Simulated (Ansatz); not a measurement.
Ionic part of the dielectric constant of Be3ZnSe4, mode by mode

These are results of DFT PBE, scalar-relativistic, plane waves, PAW (Ansatz 0.2.0), not measurements. Plane waves to 420 eV; Γ-centred k mesh 4×4×4; fixed occupations. No spin polarisation. Phonons by linear response, acoustic sum rule imposed.

Space group P-43m (No. 215), cubic, a = 5.320 Å. Be has 4 Se at 2.27 Å; Zn has 4 Se at 2.42 Å; around Se lie 3 Be at 2.27 Å and 1 Zn at 2.42 Å.

It was reached by relaxing an invented guess, and it needn't be the stable form of this composition. The run warned that its linear response isn't converged on this k mesh, so dielectric tensors, Born charges and infrared intensities are rough, and the frequencies may be too.

The primitive cell has V = 150.59 Å³ and ε∞,yy = 6.301. Each polar mode adds Δε = (4.92064×10⁷/V)·S/ν² along y, with S its oscillator strength in e²/amu, ν in cm⁻¹ and V in Å³.

**Question.** From these modes, find each Δε and ε0,yy.
| ν (cm⁻¹) | S_yy (e²/amu) |
| --- | --- |
| 102.16 | 0.00717 |
| 232.22 | 0.06617 |
| 445.25 | 0.953 |
| 537.42 | 0.1078 |

**Answer.**
```csv
ν (cm⁻¹),Δε
102.16,0.22
232.22,0.40
445.25,1.57
537.42,0.12
```

The sum is 2.31, so ε0,yy = 8.61; the run's tensor has 8.62.

**Question.** Where do the longitudinal modes lie for a wave vector along y?

**Answer.** At 103.49, 237.57, 493.02, 547.74 cm⁻¹. The Lyddane–Sachs–Teller product Π(ν_LO/ν_TO)² = 1.37 agrees with ε0/ε∞ = 1.37.
